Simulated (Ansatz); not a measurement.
The relaxed structure here is a generated cell of Ir: the first start was made by placing the elements on the sites of a structure type, and the end was not matched to a known phase here, so it may be hypothetical. Known forms of Ir include space group No. 225.

A relaxed cell of Ir (Pa-3 (No. 205)), relaxed on a k-mesh at least as fine as the one used below. Method: PBE (plane waves to 420 eV, PAW, scalar-relativistic; Ansatz, an electronic-structure program). Γ-centred k-mesh 7×7×7 on the run's cell (coarser than for final values), Fermi–Dirac smearing 0.05 eV.

```
Ir
1.0
    4.94396     0.00000     0.00000
    0.00000     4.94396     0.00000
    0.00000     0.00000     4.94396
Ir
8
Direct
  0.15297   0.15297   0.15297
  0.65297   0.34703   0.84703
  0.84703   0.65297   0.34703
  0.34703   0.84703   0.65297
  0.84703   0.84703   0.84703
  0.34703   0.65297   0.15297
  0.15297   0.34703   0.65297
  0.65297   0.15297   0.34703
```

The atoms are displaced by (Å):

```tsv
atom	ux	uy	uz
Ir1	0.138	-0.104	0.000
Ir2	-0.125	-0.112	-0.078
Ir3	0.140	-0.015	0.006
Ir4	0.087	-0.041	-0.192
Ir5	0.080	0.011	0.075
Ir6	-0.009	0.022	-0.068
Ir7	0.017	0.032	0.132
Ir8	0.122	-0.069	-0.042
```

**Question.** What forces (eV/Å) and pressure result?

**Answer.** 
| atom | Fx | Fy | Fz |
|---|---|---|---|
| Ir1 | -0.19 | 2.28 | 1.50 |
| Ir2 | 2.04 | 0.61 | 0.83 |
| Ir3 | -1.44 | -0.54 | 0.83 |
| Ir4 | -0.42 | 0.45 | 1.83 |
| Ir5 | -0.56 | -1.26 | -1.23 |
| Ir6 | 1.70 | -2.05 | -1.71 |
| Ir7 | -2.10 | -0.64 | -1.21 |
| Ir8 | 0.97 | 1.15 | -0.84 |

Pressure +4.6 GPa.

**Question.** Estimate the energy cost of the displacement in the harmonic approximation and compare with the calculation.

**Answer.** For a harmonic well ΔE = −½ Σ F·u = 0.741 eV a cell, or 93 meV/atom. The calculated energy relative to the undisplaced cell is +0.09 eV/atom, so the harmonic estimate holds well.

The undisplaced cell is probably no minimum: from this displacement the run went on to P2₁/c (No. 14), 0.19 eV/atom below it.

No spin polarisation in the result.
